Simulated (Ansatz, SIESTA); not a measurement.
Sn3Se: 3 runs at one level of theory

```xyz
4
Lattice="4.7419 0.0000 0.0000 0.0000 4.7419 0.0000 0.0000 0.0000 4.7419" Properties=species:S:1:pos:R:3 pbc="T T T"
Sn    2.3709    2.3709    0.0000
Sn    2.3709    0.0000    2.3709
Sn    0.0000    2.3709    2.3709
Se    0.0000    0.0000    0.0000
```

The cell comes from a database or a generator and needn't be the stable form of this composition.

Alike in all runs: task band structure; functional PBEsol; k mesh 6 × 6 × 6; occupations fermi-dirac, width 0.05 eV; no spin polarisation; no spin-orbit coupling. Pressure is positive in compression and, in plane waves, holds the error of the finite cutoff, which Ansatz's Pulay term estimates and takes out.

| program and potentials | plane-wave cutoff (eV) | notes | pressure (GPa) |
| --- | --- | --- | --- |
| Ansatz, Ansatz PAW | 420 | potentials made for PBE, which Ansatz adapts in part; Pulay term of +0.03 GPa included | -2.64 |
| SIESTA, files PseudoDojo sr-pbesol-0.4.1-standard, DZP (energy shift 0.003 Ry; two zetas on semicore shells) | - | atomic basis | -1.72 |
| Ansatz, all-electron LAPW, scalar-relativistic | - | - | -2.64 |

The pressure spans -2.64 (Ansatz, all-electron LAPW, scalar-relativistic) to -1.72 GPa (SIESTA, files PseudoDojo sr-pbesol-0.4.1-standard, DZP (energy shift 0.003 Ry; two zetas on semicore shells)), with all-electron results at -2.64. Rows in atomic bases carry the error of their basis and grid, which can be large.

Differences between rows come from potentials, basis sets and numerical settings, since the functional is the same but for its coding. Runs on potential files found faulty are left out.
